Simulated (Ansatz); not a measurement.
Ta (bcc, W type)

```xyz
2
Lattice="-3.3048 3.3048 3.3048 1.6524 -1.6524 1.6524 1.6524 1.6524 -1.6524" Properties=species:S:1:pos:R:3 pbc="T T T"
Ta     0.0000     0.0000     0.0000
Ta    -1.6524     1.6524     1.6524
```

The atoms are displaced by Q × the pattern below (from a DFPT mode at N = (0.5, 0.0, 0.0), largest move 1; Q in Å), at fixed cell. (q is in reciprocal vectors of the primitive cell; the cell shown is doubled to hold the pattern.)

```json
[
 {"atom": "Ta1", "x": "0.000", "y": "-0.707", "z": "-0.707"},
 {"atom": "Ta2", "x": "0.000", "y": "0.707", "z": "0.707"}
]
```

All values below come from r2SCAN (plane waves to 500 eV, PAW, scalar-relativistic; Ansatz, an electronic-structure program). k mesh 10×20×20 (Γ-centred), Fermi-Dirac smearing 0.05 eV. Energies are smeared free energies. Left out: 4 of 13 points, with atoms too close for the PAW data. With partly filled bands, energies and forces of such displacements shift with the k mesh and the smearing. Spin-orbit coupling is left out, though Ta is heavy. Ta is run without spin polarisation. Ta was relaxed with its symmetry unable to fall. The zero of ΔE is the undisplaced structure. The last digit holds for this mesh only.

```csv
Q (Å),ΔE (meV/cell)
-0.1867,616.9
-0.1400,withheld
-0.0933,130.4
-0.0467,28.9
0.0000,0.0
0.0467,28.9
0.0933,130.4
0.1400,withheld
0.1867,616.9
```

**Question.** Fit an even polynomial form (powers 2, 4, 6) to the given rows and predict ΔE at Q = -0.1400.

**Answer.** Least squares on the 7 given rows: ΔE = (12580)·Q² + (318600)·Q⁴ + (-4928000)·Q⁶, in meV/cell with Q in Å; root-mean-square residual 0.00 meV/cell. At -0.1400 the fit gives 331.9 meV/cell; the calculation gives 321.3 meV/cell, so the interpolation is off by 10.6 (+3.3 %). The quadratic term alone would give 246.6 meV/cell.

(For displaced atoms, the force is minus the slope of the energy, and its curvature is a force constant, which sets phonon frequencies.)
